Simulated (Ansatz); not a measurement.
Here is the system:

SiNi:
```
SiNi
1.0
    0.00000     2.37005     2.37005
    2.37005     0.00000     2.37005
    2.37005     2.37005     0.00000
Si Ni
1 1
Direct
  0.00000   0.00000   0.00000
  0.50000   0.50000   0.50000
```

This is the PBE-relaxed structure.

All from PBE in the plane-wave PAW code Ansatz, unless another level is named. Predict the electronic character.

metallic (no gap).

And the density of states at the Fermi level?

0.62 states/eV per atom (mean over ±0.08 eV).

Predict the formation energy from the elements (no fitted shifts).

0.019 eV/atom.

Space group Fm-3m (rock salt). A made-up cell: these elements were put on the sites of a structure type; neither database checked (COD, Materials Project) lists it. It is not the phase usual at ambient conditions (space group No. 62). The PBE relaxation kept the symmetry of its start; its stability against distortions is not shown here. The workflow began spin-polarised and lost its moments. The references are the lowest solids computed at this level, not always the standard phases.

Potentials: the later of the program's two PAW sets.
